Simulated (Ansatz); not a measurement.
Zn3P4W in space group Pmn2_1 (No. 31; Pearson symbol oP16) at seven volumes, DFT-r²SCAN in the program Ansatz with PAW potentials, shape and atoms relaxed at each. One row is withheld.

```tsv
V (Å³/atom)	P (GPa)
18.578	9.10
19.190	5.58
19.803	2.57
20.415	0.00
21.027	-2.19
21.640	?
22.252	-5.61
```

**Question.** Fit the shown pressures and predict the withheld one.

**Answer.** Third-order Birch–Murnaghan: P = (3/2)B₀(x^(7/2) − x^(5/2))[1 + (3/4)(B′ − 4)(x − 1)] with x = (V₀/V)^(2/3). Least squares on the six rows gives V₀ = 20.416 Å³/atom, B₀ = 78.61 GPa, B′ = 4.34. At V = 21.640, x = 0.9619 and P = -4.03 GPa. The run itself gave -4.05 GPa.

The start of the workflow was typed in or built on a structure type; neither database checked (COD, Materials Project) lists it. Whether it is the stable phase at ambient conditions was not checked. The cell was relaxed with r²SCAN under the symmetry of its start; whether a distortion lowers the energy is not shown. No spin polarisation was allowed. Scalar-relativistic: spin–orbit coupling is off unless named, which matters more the heavier the elements.

Potentials: the later of the program's two PAW sets.
